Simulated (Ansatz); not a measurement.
Tl, DFT, LDA, all-electron PAW with datasets made for the crystal, scalar-relativistic (Ansatz 0.2.0), run on 1 thread of Arm Neoverse V2 on a shared host.

The cell is COD entry 9008555, as deposited and not checked against the literature; nothing was relaxed. The listed cell was then made from it by scaling, straining or moving an atom.

Command: `ansatz run input.yaml --threads 1 --pin off --max-ram 3072MiB --backend cpu --events-out ev --progress --plain --runs-dir out`

```yaml
crystal:
  lattice:
    - [-1.9665424028, 1.9665424028, 1.9665424028]
    - [1.9665424028, -1.9665424028, 1.9665424028]
    - [1.9665424028, 1.9665424028, -1.9665424028]
  atoms:
    - { symbol: Tl, position: [0.0, 0.0, 0.0] }
kpoints:
  mp_grid: { grid: [13, 13, 13] }
scf:
  occupations: { method: fermi_dirac, width: 0.05 }
hamiltonian:
  xc: lda
  pseudopotentials: { kind: all_electron, datasets: crystal }
output:
  forces: true
  stress: true
  eigenvalues: true
  efg: { contact_densities: true }
```

Problem. How large is the problem that the program sets up?

Solution. 84 irreducible k-points, 321 plane waves at Γ, 11 bands.

Problem. About how long does it take, and how much memory does it use?

Solution. 4.6 s of wall time for 8 SCF iterations, with a peak of 0.32 GiB. Times on shared machines scatter by tens of per cent.
